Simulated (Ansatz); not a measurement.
The cell is COD entry 9009001, as deposited and not checked against the literature; nothing was relaxed. The listed cell was then made from it by scaling, straining or moving an atom.

In2Au: DFT, LDA, all-electron PAW with datasets made for the crystal, scalar-relativistic (Ansatz 0.2.0). What sets it apart from a plain run of this crystal: volume scaled by 0.94.

Command: `ansatz run input.yaml --threads 1 --pin off --max-ram 4096MiB --backend cpu --events-out ev --progress --plain --runs-dir out` The run took 19 s on 1 thread of Arm Neoverse V1, on a shared host, peak memory 0.72 GiB.

```yaml
crystal:
  lattice:
    - [0.0, 3.1846344394, 3.1846344394]
    - [3.1846344394, 0.0, 3.1846344394]
    - [3.1846344394, 3.1846344394, 0.0]
  atoms:
    - { symbol: In, position: [0.25, 0.25, 0.25] }
    - { symbol: In, position: [0.75, 0.75, 0.75] }
    - { symbol: Au, position: [0.0, 0.0, 0.0] }
kpoints:
  mp_grid: { grid: [10, 10, 10] }
scf:
  occupations: { method: fermi_dirac, width: 0.05 }
hamiltonian:
  xc: lda
  pseudopotentials: { kind: all_electron, datasets: crystal }
output:
  forces: true
  stress: true
  eigenvalues: true
  efg: { contact_densities: true }
```

Output (standing set-up lines are left out):

```
Crystal: 3 atoms, lattice volume = 64.596 Å³
Basis set: ecut = 260 eV, 609 PW (Γ)
Space group: Fm-3m (ITA 225), of the structure as read, at distance tolerance 4.0e-5 Å
iter 1 solved again at ethr=1.27e-2 eV; its pass at ethr=1.00e-1 eV (dr2=4.68e0 eV) is discarded
SCF iter   1: F=—  HF=-836753.490006 eV  |F-HF|=—  |Δ(HF+E_count)|=         —  Δρ=8.20e-2  dr2=4.68e0  ethr=1.27e-2  ⟨swp⟩=2.5  Hψ=5161  notcnv=0
preconditioner: auto → none  [insulator: Δε(μ)=0.161 eV  Ē_g=13.704 eV  σ=0.050 eV  W_gap=0.66  n_scr=14 (ndim 8)  ℏωp=28.1 eV  f_vac=0.000  D(μ)=0.63/eV (n_scr^D=0)  ε∞_Penn≈5.2]
SCF iter   2: F=—  HF=-836752.832568 eV  |F-HF|=—  |Δ(HF+E_count)|=   6.57e-1  Δρ=2.86e-2  dr2=1.10e0  ethr=1.26e-2  ⟨swp⟩=3.1  Hψ=2761  notcnv=0
SCF iter   3: F=—  HF=-836752.449294 eV  |F-HF|=—  |Δ(HF+E_count)|=   3.83e-1  Δρ=1.50e-2  dr2=1.46e-1  ethr=2.98e-3  ⟨swp⟩=3.1  Hψ=2767  notcnv=0
SCF iter   4: F=—  HF=-836752.407001 eV  |F-HF|=—  |Δ(HF+E_count)|=   4.23e-2  Δρ=4.99e-3  dr2=1.65e-2  ethr=3.96e-4  ⟨swp⟩=2.2  Hψ=2553  notcnv=0  defer=2
iter 5 solved again at ethr=6.53e-7 eV; its pass at ethr=4.45e-5 eV (dr2=2.42e-4 eV) is discarded
SCF iter   5: F=—  HF=-836752.404256 eV  |F-HF|=—  |Δ(HF+E_count)|=   2.74e-3  Δρ=6.07e-4  dr2=2.13e-4  ethr=6.53e-7  ⟨swp⟩=3.0  Hψ=4590  notcnv=0  defer=1
eigensolver tolerance schedule: the retry pair's looser diagonalisation over-reported the residual by 0.14 of it (diagonalisation noise at 0.14 of the residual, at the tolerance the schedule requests for it); recorded, not acted on — ethr = c·dr2/N_el stays at c = 1.0e-1
SCF iter   6: F=—  HF=-836752.404007 eV  |F-HF|=—  |Δ(HF+E_count)|=   2.49e-4  Δρ=2.45e-4  dr2=1.94e-5  ethr=5.75e-7  ⟨swp⟩=3.0  Hψ=2208  notcnv=0
SCF iter   7: F=—  HF=-836752.403975 eV  |F-HF|=—  |Δ(HF+E_count)|=   3.19e-5  Δρ=4.06e-5  dr2=1.00e-6  ethr=5.24e-8  ⟨swp⟩=3.0  Hψ=2169  notcnv=0
SCF iter   8: F=—  HF=-836752.403975 eV  |F-HF|=—  |Δ(HF+E_count)|=   1.10e-7  Δρ=1.03e-5  dr2=1.38e-7  ethr=2.70e-9  ⟨swp⟩=3.0  Hψ=2341  notcnv=0
SCF iter   9: F=-836752.403975 eV  HF=-836752.403975 eV  |F-HF|=2.44e-9  |Δ(HF+E_count)|=   4.04e-8  Δρ=1.86e-6  dr2=2.67e-9  ethr=3.73e-10  ⟨swp⟩=3.0  Hψ=2207  notcnv=0
SCF 1 converged in 9 iterations: F = -836752.403972 eV  dr2 = 2.67e-9
  Residual-converged pass: ⟨swp⟩=3.0  Hψ=2313  notcnv=0  max |occ|·‖R‖ = 6.4e-6 eV (tolerance 6.5e-6 eV)  dr2=2.65e-9  dr2_onsite=1.38e-9  max |Δocc| = 7.1e-10
  greatest PAW one-centre occupation: 0.979 electrons in one spin orbital (limit 2), on the In atom at site 1 (counted from 0), in its partial waves of l = 2
SCF converged after 9 iterations
Free energy (F): -836752.403972 eV
Harris-Foulkes:  -836752.403972 eV  (|F-HF|=2.44e-9)
Internal energy: -836752.396399 eV  (E = F + TS)
E sigma→0 (E₀):  -836752.400185 eV
Entropy (-TS):   -0.007572 eV (-2.524 meV/atom)
Past the cutoff: the bands carry plane waves up to 1.75 times it, of which those up to 1.5 times it add -0.000631 eV an atom, each by itself; the spheres take 0.000638 eV an atom off the energy for waves past 1.75 times it
By the cutoff:   a pressure is off by up to 0.011 GPa (1.2 times the spheres' own share and the shells' term, over an atom's volume, and 0.004 GPa: a bound that held against runs at twice the plane waves)
Past the cutoffs: a stress includes 0.0029 GPa for waves and charges beyond them, in addition to the slope of what the spheres take
In the spheres:  the bands' charges fall short by 3.2e-6 e at most (sound up to 1e-3), those of shells solved beside the bands by 3.7e-7 e (sound up to 5e-4)
Fermi energy:    17.596648 eV
--- Per-component energies (eV) ---
  The terms above E_closure are by the made datasets' own strengths, without shells solved beside the bands.
--- Forces (eV/Å), atoms counted from 1 ---
  atom   1  In     0.00000000     0.00000000     0.00000000
  atom   2  In     0.00000000     0.00000000     0.00000000
  atom   3  Au    -0.00000000     0.00000000     0.00000000
  max |Σ_I F_I| component: 3.70e-17 eV/Å
--- Stress (GPa, compression-positive) ---
        3.882889       0.000000      -0.000000
        0.000000       3.882889       0.000000
       -0.000000      -0.000000       3.882889
  P = ⅓ Tr σ = 3.8829 GPa (38.829 kbar)
  It holds what live shells' own plane waves past their cutoff add
--- PAW observables at the nuclei: V_zz in 10²¹ V/m², potentials from the cell's mean, atoms counted from 1 ---
  atom   1  In V_zz =    -0.000000   η = 0.0000   by run symmetry: forbidden
            electrostatic potential = -7940.305443 V   contact ρ = 1128394.671984 e/Å³
  atom   2  In V_zz =    -0.000000   η = 0.0000   by run symmetry: forbidden
            electrostatic potential = -7940.305443 V   contact ρ = 1128394.671984 e/Å³
  atom   3  Au V_zz =    -0.000000   η = 0.0000   by run symmetry: forbidden
            electrostatic potential = -16448.155382 V   contact ρ = 13020738.768706 e/Å³
--- Band table (eV; the first three rows and the last of 47) ---
  k-point 0: bands = ["2.6086", "2.6086", "2.7929", "2.7929", "2.7929", "3.1270", "3.1270", "3.1270", "3.3726", "3.3726", "7.0288", "11.6220", "11.6220", "11.6220", "12.5986", "12.5986", "18.0726", "20.8622", "20.8622", "20.8622", "21.5043"]
  k-point 1: bands = ["2.6267", "2.6267", "2.7910", "2.8013", "2.8013", "3.1195", "3.1195", "3.1250", "3.3522", "3.3522", "7.1562", "11.5325", "11.6603", "11.6603", "12.5826", "12.5826", "17.8246", "19.5079", "20.3092", "20.3092", "21.6468"]
  k-point 2: bands = ["2.6791", "2.6791", "2.7931", "2.8257", "2.8257", "3.0975", "3.0975", "3.1117", "3.2942", "3.2942", "7.5312", "11.3134", "11.7565", "11.7565", "12.5493", "12.5493", "16.4336", "19.1045", "19.5930", "19.5930", "21.6336"]
  k-point 46: bands = ["2.7581", "2.7667", "2.8022", "2.8935", "2.9737", "2.9868", "3.0145", "3.1110", "3.1150", "3.2222", "10.7899", "10.8560", "11.5500", "12.1090", "12.4164", "12.8500", "13.1560", "13.9162", "15.3098", "20.3903", "22.1934"]
```
